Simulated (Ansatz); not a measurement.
CoPS:
```
CoPS
1.0
    5.40457     0.00000     0.00000
    0.00000     5.40457     0.00000
    0.00000     0.00000     5.40457
Co P S
4 4 4
Direct
  0.49740   0.50260   0.00260
  0.00260   0.49740   0.50260
  0.99740   0.99740   0.99740
  0.50260   0.00260   0.49740
  0.88547   0.11453   0.61453
  0.61453   0.88547   0.11453
  0.38547   0.38547   0.38547
  0.11453   0.61453   0.88547
  0.11522   0.88478   0.38478
  0.38478   0.11522   0.88478
  0.61522   0.61522   0.61522
  0.88478   0.38478   0.11522
```

Relaxed with r²SCAN. Special points in fractions of this cell's reciprocal vectors: Γ (0.000, 0.000, 0.000); X (0.000, 0.500, 0.000); M (0.500, 0.500, 0.000); R (0.500, 0.500, 0.500); X1 (0.500, 0.000, 0.000).

Problem. List the band energies nearest the valence-band maximum at these points for DFT-r²SCAN in the program Ansatz with PAW potentials.

Solution. In eV from the valence-band maximum; about four levels below and three above (degenerate sets whole), none deeper than 8.9 eV; points with the same levels are listed once.

| k | below | above |
|---|---|---|
| Γ | -0.80 -0.78 -0.78 -0.78 | 1.47 1.47 1.47 |
| X | -0.53 -0.53 -0.50 -0.50 | 1.69 1.69 2.34 2.34 |
| M | -0.26 -0.26 -0.24 -0.24 | 2.09 2.09 2.31 2.31 |
| R | -0.87 -0.87 -0.87 -0.87 | 1.61 1.61 1.61 1.61 |

Space group P2_13. The workflow started from a Materials Project entry (that database holds measured and hypothetical structures alike); the Crystallography Open Database copy checked does not list it. Whether it is the stable phase at ambient conditions was not checked. The r²SCAN relaxation kept the symmetry of its start; whether a distortion lowers the energy is not shown. The run is not spin-polarised.

Potentials: the later of the program's two PAW sets.
